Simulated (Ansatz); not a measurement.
# Structure relaxation, Si

The start is a generated trial cell of Si in the diamond structure type. The cell and all atomic positions are relaxed at zero pressure with r2SCAN (plane waves to 500 eV, PAW, scalar-relativistic; Ansatz, an electronic-structure program). First-step values are on the input's coarse k-mesh.

Ansatz input (later rounds restart from its end on a renewed k-mesh):
Ansatz 0.2 input:
```yaml
crystal:
  lattice:
    - [0, 2.715, 2.715]
    - [2.715, 0, 2.715]
    - [2.715, 2.715, 0]
  atoms:
    - { symbol: Si, position: [0.5, 0.5, 0.5] }
    - { symbol: Si, position: [0.75, 0.75, 0.75] }
basis: { ecutwfc: 500, ecutrho_ratio: 4, xc_grid: 4, fft_grid_basis: typed }
kpoints: { mp_grid: { grid: [7, 7, 7] } }
hamiltonian:
  xc: r2scan
  dispersion: none
  pseudopotentials: { kind: paw }
scf: { occupations: { method: fermi_dirac, width: 0.05 } }
relax: { f_tol: 0.01, max_steps: 100, cell: { stress_tol: 0.02 } }
output: { forces: true, stress: true }
```

Problem. How does the volume per atom move from start to end?

Solution. +0.8 %, from 20.01 to 20.17 Å³/atom.

Problem. How do the shortest distances between atoms change?

Solution. The closest pairs of elements (up to four, under 3.6 Å), start → end: Si–Si 2.35 → 2.36 Å.

The space group stays Fd-3m (No. 227) (the run could not lower it); the end is diamond type, with 2 atoms in the primitive cell. Final values are on a 10×10×10 k-mesh of the relaxed cell. No spin polarisation in the result.

The run could not lose the symmetry of its start; a randomly shaken copy of 2 atoms returns to this structure.

All atoms sit on sites fixed by symmetry, so only the cell could relax.
